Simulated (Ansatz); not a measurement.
BeS (zinc blende), relaxed with PBE (Ansatz, a program for electronic structure, plane waves, PAW): a = 4.8759 Å, b = 4.8759 Å, c = 4.8759 Å, α = 90.00°, β = 90.00°, γ = 90.00°.

| Item | Result |
|---|---|
| gap (eV) | 3.15 |
| ΔH_f (eV/atom) | -1.07 |
| B₀ by P(V) fit (GPa) | 92.9 |
| K_Hill (GPa) | 93.0 |
| G_Hill (GPa) | 66.5 |
| ε∞ | 5.25 |
| ε0 | 7.28 |
| highest Γ mode, no LO–TO term (cm⁻¹) | 558 |
| electron conductivity mass (mₑ) | 0.37 |
| Θ_D (K) | 718 |

Question: The same phase is relaxed and computed with LDA in the same code. What are the cell and these values now?

Answer: a = b = c = 4.7963 Å, α = β = γ = 90.00°.

- gap (eV): 2.82
- ΔH_f (eV/atom): -1.15
- B₀ by P(V) fit (GPa): 102
- K_Hill (GPa): 102
- G_Hill (GPa): 69.5
- ε∞: 5.43
- ε0: 7.14
- highest Γ mode, no LO–TO term (cm⁻¹): 593
- electron conductivity mass (mₑ): 0.35
- Θ_D (K): 729

All cells were relaxed under the symmetry of their starts (and spin orders); stability against distortions was not tested throughout.

Potentials: the later of the program's two PAW sets.

Ansatz is a plane-wave DFT program.

Formation energies count from the lowest solids of the elements computed at the same level, not from gases.
